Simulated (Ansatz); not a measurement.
IrO₂ (rutile)

```
IrO2
1.0
    4.52929     0.00000     0.00000
    0.00000     4.52929     0.00000
    0.00000     0.00000     3.17979
Ir O
2 4
Direct
  0.00000   0.00000   0.00000
  0.50000   0.50000   0.50000
  0.30843   0.30843   0.00000
  0.80843   0.19157   0.50000
  0.19157   0.80843   0.50000
  0.69157   0.69157   0.00000
```

Grid over V/V₀ and (c/a)/(c/a)₀, subscript 0 meaning the relaxed cell; the conventional c axis lies along z; no internal relaxation.

All values below come from PBE (plane waves to 420 eV, PAW, scalar-relativistic; Ansatz, a program for electronic structure). k mesh 10×10×15 (Γ-centred), Fermi-Dirac smearing 0.05 eV. E stands for the smeared free energy. As the atoms are clamped, bonds stretch with the cell, which overstates energies and stresses. With partly filled bands, the response to shear is sensitive to the k mesh, so small differences along c/a are uncertain. IrO2 is run without spin polarisation and with no Hubbard U. IrO2 was relaxed with its symmetry unable to fall. Spin-orbit coupling is left out, though Ir is heavy. ΔE is measured from the relaxed starting cell.

Question: What ΔE (kJ/mol of atoms) does the calculation give at all points of the grid V/V₀ = 0.960, 0.980, 1.000, 1.020, 1.040 by (c/a)/(c/a)₀ = 0.960, 0.980, 1.000, 1.020, 1.040?

Answer: ΔE (kJ/mol of atoms), with V/V₀ across and (c/a)/(c/a)₀ down:

```tsv
(c/a)/(c/a)₀ \ V/V₀	0.960	0.980	1.000	1.020	1.040
0.960	3.9	2.3	1.5	1.5	2.2
0.980	2.3	0.9	0.4	0.6	1.4
1.000	1.6	0.4	0.0	0.3	1.3
1.020	1.6	0.6	0.4	0.9	2.0
1.040	2.5	1.6	1.5	2.0	3.2
```

(A scan under strain: stresses follow from slopes of the energy per volume, elastic moduli from its curvatures.)
